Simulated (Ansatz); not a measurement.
NbP:
```yaml
crystal:
  lattice:
    - [5.58322, 0.00000, 0.00000]
    - [-2.79161, 4.83521, 0.00000]
    - [0.00000, 0.00000, 3.99961]
  atoms:
    - { symbol: Nb, position: [0.50000, 0.00000, 0.00000] }
    - { symbol: Nb, position: [0.50000, 0.50000, 0.00000] }
    - { symbol: Nb, position: [0.00000, 0.50000, 0.00000] }
    - { symbol: P, position: [0.00000, 0.00000, 0.00000] }
    - { symbol: P, position: [0.33333, 0.66667, 0.50000] }
    - { symbol: P, position: [0.66667, 0.33333, 0.50000] }
```

Relaxed with r²SCAN. Special points in fractions of this cell's reciprocal vectors: Γ (0.000, 0.000, 0.000); M (0.500, 0.000, 0.000); K (0.333, 0.333, 0.000); A (0.000, 0.000, 0.500); L (0.500, 0.000, 0.500); H (0.333, 0.333, 0.500).

**Question.** List the band energies nearest the Fermi level at these points for DFT-r²SCAN in the program Ansatz with PAW potentials.

**Answer.** In eV from the Fermi level; about four levels below and three above (degenerate sets whole), none deeper than 8.9 eV; points with the same levels are listed once.

```tsv
k	below	above
Γ	-2.87 -2.87 -2.87 -1.52 -1.52 -0.08	0.11 0.11 1.37
M	-2.10 -0.46 -0.10 0.00	0.92 1.23 1.49
K	-2.79 -2.28 -1.77 -1.77	0.35 0.35 0.76
A	-2.43 -2.43 -2.22 -1.53	0.80 0.80 0.97 0.97
L	-1.94 -1.46 -0.78 -0.50	0.31 0.46 0.86
H	-2.03 -1.45 -0.33 -0.33	0.54 0.54 0.77 0.77
```

Space group P6/mmm. A made-up cell: these elements were put on the sites of a structure type; neither database checked (COD, Materials Project) lists it. COD files the formula under space group No. 141, so this cell is another polymorph or a model. Its standing as an ambient phase is unchecked. The r²SCAN relaxation kept the symmetry of its start; its stability against distortions is not shown here. No spin polarisation was allowed. Scalar-relativistic: spin–orbit coupling is off unless named, which matters more the heavier the elements.

Potentials: the later of the program's two PAW sets.
